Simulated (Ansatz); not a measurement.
BP:
```
BP
1.0
    0.00000     2.24526     2.24526
    2.24526     0.00000     2.24526
    2.24526     2.24526     0.00000
P B
1 1
Direct
  0.75000   0.75000   0.75000
  0.00000   0.00000   0.00000
```

Relaxed with LDA. Special points in fractions of this cell's reciprocal vectors: Γ (0.000, 0.000, 0.000); X (0.500, 0.000, 0.500); U (0.625, 0.250, 0.625); K (0.375, 0.375, 0.750); L (0.500, 0.500, 0.500); W (0.500, 0.250, 0.750).

Q: List the band energies nearest the valence-band maximum at these points for plane-wave PAW LDA (Ansatz code).

A: In eV from the valence-band maximum; about four levels below and three above (degenerate sets whole), none deeper than 8.9 eV; … stands for higher levels left out; points with the same levels are listed once.

```tsv
k	below	above
Γ	0.00 0.00 0.00	3.43 3.43 3.43
X	-8.65 -4.22 -4.22	1.25 1.52 …
U	-8.21 -6.44 -3.59	2.05 5.98 9.83
L	-1.78 -1.78	3.95 4.69 4.69
W	-8.06 -5.87 -5.67	5.23 6.73 7.35
```

Space group F-43m (zinc blende). The LDA relaxation kept the symmetry of its start; phonons on a q-mesh show no instability.

Potentials: the later of the program's two PAW sets.
